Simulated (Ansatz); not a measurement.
One run on ScIn (P4/mmm): volume scaled by 0.72

Theory: DFT, r2SCAN, all-electron PAW with datasets made for the crystal, scalar-relativistic (Ansatz).

Command: `ansatz run input.yaml --threads 1 --pin off --max-ram 3072MiB --backend cpu --events-out ev --progress --plain --runs-dir out`

```yaml
crystal:
  lattice:
    - [2.8635670649, 0.0, 0.0]
    - [0.0, 2.8635670649, 0.0]
    - [0.0, 0.0, 3.9254733483]
  atoms:
    - { symbol: Sc, position: [0.0, 0.0, 0.0], spin: 1.0 }
    - { symbol: In, position: [0.5, 0.5, 0.5] }
magnetization:
  spin_polarized: true
kpoints:
  mp_grid: { grid: [10, 10, 8] }
scf:
  occupations: { method: fermi_dirac, width: 0.05 }
  lower_state_search: "off"
hamiltonian:
  xc: r2scan
  pseudopotentials: { kind: all_electron, datasets: crystal }
output:
  forces: true
  stress: true
  eigenvalues: false
```

The program prints:

```
settings of this run that can trade accuracy for cost: output.eigenvalues: false. Do not mix this run's numbers with those of runs without the same settings; the input reference describes each key
hamiltonian.pseudopotentials.datasets: crystal makes datasets for this crystal and solves the spheres of its atoms anew in each pass: cutoff 260.0 eV, the density's 1820.0 eV; for an error of 0.50 meV an atom under PBE, 1.0 meV for the cell; an energy difference from a run of another recipe may be off by several times the error for the cell, under r2SCAN by more, where some 0.1 meV an atom stays a …
Engine: ansatz 0.2.0
Pseudopotentials: kind: all_electron
Pseudopotential: Sc, paw, valence charge 11, recommended cutoff 260 eV (normal), crystal/all_electron/r2scan/scalar/gaussian/Sc, Koelling and Harmon's equation, gaussian nucleus
Pseudopotential: In, paw, valence charge 13, recommended cutoff 260 eV (normal), crystal/all_electron/r2scan/scalar/gaussian/In, Koelling and Harmon's equation, gaussian nucleus
Functional definition: r2SCAN
  parameter k0 = 0.174
  parameter k1 = 0.065
  parameter a1 = 4.9479
  exchange = r2scan_x(k0 = k0, k1 = k1, a1 = a1)
  correlation = r2scan_c
Crystal: 2 atoms, lattice volume = 32.189 Å³
Basis set: ecut = 260 eV, 311 PW (Γ), exchange–correlation on 60×60×90 points (27 copies of the dense FFT grid, shifted against one another)
Bands: 17, of which v1, the nominal top of the filled ones, is band 12 counted from 1 (11 counted from 0)
Symmetry: 16 space group operations
Space group: P4/mmm (ITA 123), of the structure as read, at distance tolerance 3.2e-5 Å
Magnetic group: BNS 123.339 (UNI 999), of the structure as read, at distance tolerance 3.2e-5 Å
k-points: 105 of 800
Non-local potential: Sc, projectors of the file, l = 0: 2, l = 1: 2, l = 2: 2
Non-local potential: In, projectors of the file, l = 0: 1, l = 1: 1, l = 2: 2
PAW form: soft (Blöchl's): semilocal exchange-correlation on the pseudo side does not see the compensation charge
PAW one-centre angular grid: Sc, 590 points (default); XC on its mesh's 1957 points in the sphere
PAW one-centre angular grid: In, 590 points (default); XC on its mesh's 1869 points in the sphere
Initial density: superposition of atomic densities (chi_scale 0.1, normalization cell)
Starting moments: Σ|m| = 1 μB on 1 of 2 sites
Initial wavefunctions: pseudopotential atomic-orbital guess
Functional: x = r2scan, c = r2scan; τ floored in thin density (d = 2e-4 eV/Å³)
iter 1 solved again at ethr=2.91e-3 eV; its pass at ethr=1.00e-1 eV (dr2=6.99e-1 eV) is discarded
SCF iter   1: F=—  HF=-180868.785014 eV  |F-HF|=—  |Δ(HF+E_count)|=         —  Δρ=3.60e-2 (↑3.60e-2 ↓3.54e-2)  dr2=7.12e-1  dr2_τ=4.44e-3  dr2_m=2.55e-1  M=0.492 μB ∫|m|=0.508 μB  β_m=0.30  ethr=2.91e-3  ⟨swp⟩=2.7  Hψ=17822  notcnv=0
preconditioner: auto → none  [metal: Δε(μ)=0.007 eV  Ē_g=18.801 eV  σ=0.050 eV  W_gap=0.04  n_scr=6 (ndim 8)  ℏωp=30.7 eV  f_vac=0.000  D(μ)=1.19/eV (n_scr^D=6)  sad-step TF]
SCF iter   2: F=—  HF=-180868.904414 eV  |F-HF|=—  |Δ(HF+E_count)|=   1.19e-1  Δρ=2.70e-2 (↑2.64e-2 ↓2.70e-2)  dr2=4.53e-1  dr2_τ=6.57e-6  dr2_m=1.34e-1  M=0.495 μB ∫|m|=0.509 μB  β_m=0.30  ethr=2.91e-3  ⟨swp⟩=2.4  Hψ=7272  notcnv=0  κ⁻¹=1.0e0(r=1)
iter 3 solved again at ethr=1.24e-4 eV; its pass at ethr=1.89e-3 eV (dr2=2.97e-2 eV) is discarded
SCF iter   3: F=—  HF=-180868.856969 eV  |F-HF|=—  |Δ(HF+E_count)|=   4.74e-2  Δρ=1.66e-2 (↑1.59e-2 ↓1.66e-2)  dr2=2.77e-2  dr2_τ=3.36e-5  dr2_m=7.32e-2  M=0.480 μB ∫|m|=0.495 μB  β_m=0.30  ethr=1.24e-4  ⟨swp⟩=2.2  Hψ=16106  notcnv=0  defer=7  κ⁻¹=1.8e-3(r=2)
SCF iter   4: F=—  HF=-180868.888173 eV  |F-HF|=—  |Δ(HF+E_count)|=   3.12e-2  Δρ=1.19e-2 (↑1.19e-2 ↓1.17e-2)  dr2=1.97e-3  dr2_τ=3.78e-6  dr2_m=4.06e-2  M=0.470 μB ∫|m|=0.485 μB  β_m=0.30  ethr=1.16e-4  ⟨swp⟩=3.1  Hψ=9306  notcnv=0  defer=1  κ⁻¹=5.7e-4(r=3)
SCF iter   5: F=—  HF=-180868.907030 eV  |F-HF|=—  |Δ(HF+E_count)|=   1.89e-2  Δρ=8.79e-3 (↑8.35e-3 ↓8.79e-3)  dr2=5.85e-4  dr2_τ=1.11e-6  dr2_m=2.15e-2  M=0.470 μB ∫|m|=0.487 μB  β_m=0.30  ethr=8.20e-6  ⟨swp⟩=3.5  Hψ=8364  notcnv=0  defer=2  κ⁻¹=3.6e-4(r=4)
SCF iter   6: F=—  HF=-180868.917342 eV  |F-HF|=—  |Δ(HF+E_count)|=   1.03e-2  Δρ=6.40e-3 (↑6.22e-3 ↓6.40e-3)  dr2=4.49e-4  dr2_τ=2.11e-7  dr2_m=1.16e-2  M=0.469 μB ∫|m|=0.486 μB  β_m=0.30  ethr=2.44e-6  ⟨swp⟩=3.8  Hψ=8399  notcnv=0  κ⁻¹=5.7e-5(r=5)
SCF iter   7: F=—  HF=-180868.925287 eV  |F-HF|=—  |Δ(HF+E_count)|=   7.94e-3  Δρ=4.83e-3 (↑4.83e-3 ↓4.49e-3)  dr2=9.08e-5  dr2_τ=3.57e-7  dr2_m=6.40e-3  M=0.467 μB ∫|m|=0.485 μB  β_m=1.20  ethr=1.87e-6  ⟨swp⟩=4.0  Hψ=9846  notcnv=0
Mixer restart at iter 7: flushing history
spin-set hold released at iteration 7 (site moments contracting): the magnetisation degrees of freedom join the quasi-Newton model from the next iteration; the mixer history was flushed
SCF iter   8: F=—  HF=-180868.928770 eV  |F-HF|=—  |Δ(HF+E_count)|=   3.48e-3  Δρ=1.39e-3 (↑1.39e-3 ↓1.13e-3)  dr2=1.79e-4  dr2_τ=4.58e-6  dr2_m=4.43e-4  M=0.477 μB ∫|m|=0.504 μB  β_m=1.20  ethr=3.78e-7  ⟨swp⟩=4.0  Hψ=12236  notcnv=0
SCF iter   9: F=—  HF=-180868.936536 eV  |F-HF|=—  |Δ(HF+E_count)|=   7.77e-3  Δρ=4.91e-4 (↑4.91e-4 ↓3.90e-4)  dr2=6.62e-5  dr2_τ=7.07e-8  dr2_m=4.06e-5  M=0.478 μB ∫|m|=0.507 μB  β_m=1.20  ethr=3.78e-7  ⟨swp⟩=4.0  Hψ=9041  notcnv=0  κ⁻¹=1.0e0(r=1)
SCF iter  10: F=—  HF=-180868.937793 eV  |F-HF|=—  |Δ(HF+E_count)|=   1.26e-3  Δρ=5.89e-4 (↑4.66e-4 ↓5.89e-4)  dr2=1.36e-5  dr2_τ=1.89e-7  dr2_m=8.05e-5  M=0.476 μB ∫|m|=0.505 μB  β_m=1.20  ethr=2.76e-7  ⟨swp⟩=4.0  Hψ=9448  notcnv=0  κ⁻¹=8.6e-2(r=2)
SCF iter  11: F=—  HF=-180868.939012 eV  |F-HF|=—  |Δ(HF+E_count)|=   1.22e-3  Δρ=1.84e-4 (↑1.84e-4 ↓1.14e-4)  dr2=1.17e-5  dr2_τ=1.56e-7  dr2_m=5.48e-6  M=0.474 μB ∫|m|=0.501 μB  β_m=1.20  ethr=5.67e-8  ⟨swp⟩=4.0  Hψ=10012  notcnv=0  κ⁻¹=8.6e-2(r=2)
SCF iter  12: F=—  HF=-180868.939046 eV  |F-HF|=—  |Δ(HF+E_count)|=   3.45e-5  Δρ=7.13e-5 (↑7.13e-5 ↓5.66e-5)  dr2=3.06e-6  dr2_τ=6.58e-9  dr2_m=5.09e-7  M=0.473 μB ∫|m|=0.499 μB  β_m=1.20  ethr=4.87e-8  ⟨swp⟩=3.6  Hψ=9266  notcnv=0  κ⁻¹=8.9e-4(r=3)
SCF iter  13: F=—  HF=-180868.939067 eV  |F-HF|=—  |Δ(HF+E_count)|=   2.07e-5  Δρ=3.54e-5 (↑3.08e-5 ↓3.54e-5)  dr2=7.09e-7  dr2_τ=2.47e-10  dr2_m=2.84e-8  M=0.472 μB ∫|m|=0.498 μB  β_m=1.20  ethr=1.27e-8  ⟨swp⟩=3.6  Hψ=7785  notcnv=0  defer=3  κ⁻¹=2.1e-4(r=4)
SCF iter  14: F=—  HF=-180868.939084 eV  |F-HF|=—  |Δ(HF+E_count)|=   1.70e-5  Δρ=1.69e-5 (↑1.69e-5 ↓1.12e-5)  dr2=9.72e-8  dr2_τ=1.20e-9  dr2_m=3.25e-8  M=0.472 μB ∫|m|=0.498 μB  β_m=1.20  ethr=2.95e-9  ⟨swp⟩=4.0  Hψ=9107  notcnv=0  defer=1  κ⁻¹=8.6e-6(r=5)
SCF iter  15: F=—  HF=-180868.939085 eV  |F-HF|=—  |Δ(HF+E_count)|=   6.17e-7  Δρ=6.73e-6 (↑6.73e-6 ↓6.26e-6)  dr2=1.01e-8  dr2_τ=1.89e-10  dr2_m=8.25e-9  M=0.472 μB ∫|m|=0.498 μB  β_m=1.20  ethr=4.05e-10  ⟨swp⟩=3.9  Hψ=7920  notcnv=0  κ⁻¹=7.6e-6(r=6)
iter 16 did not close the SCF: its close was put off for a magnetic moment that had not settled (scf_convergence_deferred on its scf_iter line)
SCF iter  16: F=-180868.939085 eV  HF=-180868.939085 eV  |F-HF|=5.09e-9  |Δ(HF+E_count)|=   1.59e-7  Δρ=2.35e-6 (↑2.35e-6 ↓2.20e-6)  dr2=4.36e-9  dr2_τ=9.54e-12  dr2_m=8.92e-10  M=0.472 μB ∫|m|=0.497 μB  β_m=1.20  ethr=4.20e-11  ⟨swp⟩=4.2  Hψ=9011  notcnv=0  κ⁻¹=2.3e-6(r=7)
SCF iter  17: F=-180868.939085 eV  HF=-180868.939085 eV  |F-HF|=2.33e-10  |Δ(HF+E_count)|=   8.00e-9  Δρ=9.12e-7 (↑9.12e-7 ↓7.76e-7)  dr2=5.76e-10  dr2_τ=6.76e-12  dr2_m=1.06e-10  M=0.472 μB ∫|m|=0.497 μB  ethr=1.81e-11  ⟨swp⟩=3.8  Hψ=7953  notcnv=0  defer=3
SCF 1 converged in 17 iterations: F = -180868.939088 eV  dr2 = 5.76e-10
  Residual-converged pass: ⟨swp⟩=2.5  Hψ=5102  notcnv=0  max |occ|·‖R‖ = 5.3e-6 eV (tolerance 5.3e-6 eV)  dr2=5.66e-10  dr2_τ=6.78e-12  dr2_m=1.08e-10  dr2_onsite=3.46e-9  max |Δocc| = 1.5e-10
  greatest PAW one-centre occupation: 0.998 electrons in one spin orbital (limit 2), on the Sc atom at site 0 (counted from 0), in its partial waves of l = 0
this state was not tested for a lower state beside it, because the mixer in use, unlike msr1, does not test its closes by its own steps (another_mixer; see scf.mixing.algorithm and scf.lower_state_search)
SCF converged after 17 iterations
Magnetization: 0.4719 μB (12.2360 up, 11.7640 down)
Absolute magnetization: 0.4974 μB (∫|ρ↑−ρ↓|)
Spin contamination: 0.0582 ħ² per cell (⟨S²⟩ above its minimum at these occupations)
Per-site moments (μB) at R_I (Å): [(0.33928555300419533, 1.1632458618016648), (-0.0013084056581211289, 1.1632458618016648)]
Free energy (F): -180868.939088 eV
Harris-Foulkes:  -180868.939088 eV  (|F-HF|=2.33e-10)
Internal energy: -180868.930590 eV  (E = F + TS)
E sigma→0 (E₀):  -180868.934839 eV
Entropy (-TS):   -0.008498 eV (-4.249 meV/atom)
Past the cutoff: the bands carry plane waves up to 2.50 times it, of which those up to 1.5 times it add -0.001515 eV an atom, each by itself; the spheres take 0.000615 eV an atom off the energy for waves past 2.50 times it
Past the cutoffs: a stress includes 0.0064 GPa for waves and charges beyond them, in addition to the slope of what the spheres take
In the spheres:  the bands' charges fall short by 6.8e-7 e at most (sound up to 1e-3)
Fermi energy:    19.810035 eV
--- Per-component energies (eV) ---
  E_band       = 25.993724
  E_kinetic    = 222.119943
  E_local      = -893.875378  (includes V_loc(G=0)·N_el)
  E_nonlocal   = 206.925091
  E_hartree    = 513.115589
  E_xc         = -97.223316
  E_vxc        = -135.854898  (∫ρ·V_xc dr)
  E_paw        = -182558.806263  (= ΣΔE_a)
  E_vpaw       = -4528.634216  (= ΣTr[D̂ρ^β])
  E_vtau       = 9.922276  (kinetic-family band-sum trace: ∫τ·v_τ [+ j·A + Jᵃ·Aᵃ] dr)
  E_ewald      = -2380.346149
  E_smearing   = -0.008498  (= −TS)
  E_closure    = 4119.159893  (closes the sum)
  Σ components = -180868.939088   (vs F -180868.939088, Δ=0.00e0)
  The terms above E_closure are by the made datasets' own strengths, without shells solved beside the bands.
--- Forces (eV/Å), atoms counted from 1 ---
  atom   1  Sc    -0.00000000     0.00000000     0.00000000
  atom   2  In     0.00000000     0.00000000     0.00000000
  max |Σ_I F_I| component: 1.24e-29 eV/Å
--- Stress (GPa, compression-positive) ---
       45.782543       0.000000       0.000000
        0.000000      45.782543       0.000000
        0.000000       0.000000      48.619120
  P = ⅓ Tr σ = 46.7281 GPa (467.281 kbar)
settings of this run that can trade accuracy for cost: output.eigenvalues: false. Do not mix this run's numbers with those of runs without the same settings; the input reference describes each key
```

Site moments (μB): Sc1 0.34, In2 0.00. Cell moment 0.47 μB.

The magnetic group in the log treats spin as a scalar label, without spin–orbit coupling.

The Ansatz runs typed with the search for lower states off end where their start leads. r²SCAN is known to give itinerant transition metals moments and polarisation energies that are too large. These are results for the start and cell typed. The real compound can order otherwise, in a larger cell, or not at all, since semilocal functionals at zero temperature often overstate magnetism.

It took 33 s on 1 thread of Arm Neoverse V2, with other jobs on the host, peak memory 0.79 GiB.
